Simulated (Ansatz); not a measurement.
Relaxed-ion elastic tensor of CoSi in space group P2_13 (No. 198; Co on 4a, Si on 4a) in GPa (Voigt order), plane-wave PAW PBEsol (Ansatz code); density 6.85 g/cm³, 10.54 Å³ per atom.

```
405  159  159  0.0  0.0  0.0
159  405  159  0.0  0.0  0.0
159  159  405  0.0  0.0  0.0
0.0  0.0  0.0  131  0.0  0.0
0.0  0.0  0.0  0.0  131  0.0
0.0  0.0  0.0  0.0  0.0  131
```

Question: Is the crystal mechanically stable?

Answer: Yes: the smallest eigenvalue of C is 131 GPa.

Question: Work out the Voigt, Reuss and Hill averages.

Answer: K_V = 241, K_R = 241, K_H = 241; G_V = 128, G_R = 128, G_H = 128 GPa.

Question: Give Young's modulus, Poisson's ratio, Pugh's ratio and the universal anisotropy index.

Answer: E = 9KG/(3K + G) = 326 GPa; ν = 0.27; K/G = 1.89 (ductile by the Pugh limit of 1.75); A_U = 5G_V/G_R + K_V/K_R − 6 = 0.00.

Question: Estimate the sound speeds and the Debye temperature.

Answer: v_l = √((K + 4G/3)/ρ) = 7750 m/s, v_t = √(G/ρ) = 4320 m/s, mean 4810 m/s; Θ = (h/k)(3n/4πV)^(1/3) v_m = 653 K.

Question: Give the Zener ratio and Young's modulus along [100], [110] and [111].

Answer: A = 2C44/(C11 − C12) = 1.06; 1/E = S11 − 2(S11 − S12 − S44/2)Γ with Γ = 0, 1/4, 1/3 gives 315, 328, 332 GPa.

The cell was relaxed with PBEsol under the symmetry of its start; of distortions, only those at the zone centre were tested. The workflow began spin-polarised and lost its moments. As this level gives no gap, shear constants depend on the k-mesh and smearing (Fermi–Dirac, 0.1 eV here).

Potentials: the later of the program's two PAW sets.
